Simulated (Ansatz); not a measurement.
The elements of this relaxed trial crystal are hidden behind letters.

```
lattice vectors (Å)
   6.0320    0.0000    0.0000
   0.0000    6.0320    0.0000
   0.0000    0.0000    6.0320
fractional positions
X 0.5000 0.0000 0.0000
X 0.0000 0.5000 0.0000
X 0.0000 0.0000 0.5000
Z 0.0000 0.0000 0.0000
Z 0.5000 0.5000 0.5000
Q 0.0000 0.5000 0.5000
Q 0.5000 0.0000 0.5000
Q 0.5000 0.5000 0.0000
```

The calculation used Ansatz, DFT PBE, scalar-relativistic, plane waves, PAW. Plane waves to 420 eV, a 6×6×6 mesh through Γ for the 8-atom cell and 0.10 eV Gaussian smearing; no spin polarisation.

| Property | Result |
| --- | --- |
| Space group | Pm-3m (No. 221) |
| Conventional cell | a = 6.032 Å |
| Volume per atom | 27.43 Å³ |
| Density | 5.15 g/cm³ |
| Formation energy | −0.35 eV/atom |
| Gap on the 6×6×6 mesh of the 8-atom cell | 0 eV (a metal) |

Energies are uncorrected and count from the elements' standard states at the same level.

Task: X is an s-block element of period 3, Z is a d-block element of period 5 and Q is a p-block element of period 5. Which elements are they?

Result: X = Mg, Z = Cd, Q = Te, so the formula is Mg3Cd2Te3. Density times volume gives a mean mass of 5.15 × 27.43/1.6605 = 85.1 u per atom, and this set has 85.1 u. Among the elements that the hints allow, noble gases aside, only these give it. Mg is surrounded by 2 Cd at 3.02 Å and 4 Te at 3.02 Å; Cd on its first site is surrounded by 6 Mg at 3.02 Å; Te has 2 Cd at 3.02 Å and 4 Mg at 3.02 Å; 1 more site not described.

Spin–orbit coupling, which can matter for Te, is left out. Symmetry constrained the relaxation, so the result can be a saddle point. Another cell of the same search, in I4/mmm, lies 182 meV/atom lower, so this cell isn't the stable form at this level.
